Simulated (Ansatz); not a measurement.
Values for one crystal, relaxed and computed with plane-wave PAW PBE (Ansatz code); other levels are named.

| Quantity | Value |
|---|---|
| Volume per atom | 38.20 Å³ |
| Electronic character | metallic (no gap) |
| Bulk modulus (Birch–Murnaghan fit) | 21.5 GPa |
| Pressure derivative B′ | 5.1 |
| Density of states at the Fermi level | 0.86 states/eV per atom (mean over ±0.08 eV) |
| Gap with spin–orbit coupling | none (metallic) |

Task: Which of these materials gives this?
A. Au, diamond
B. Os, diamond
C. Zr, diamond
D. In, diamond

Result: D, In, diamond

Space group Fd-3m (diamond). The start of the workflow was typed in or built on a structure type; neither database checked (COD, Materials Project) lists it. It is not the phase usual at ambient conditions (space group No. 139). The cell was relaxed with PBE under the symmetry of its start; its stability against distortions is not shown here. Spin–orbit coupling is left out wherever it is not named.

Potentials: the earlier of the program's two PAW sets.
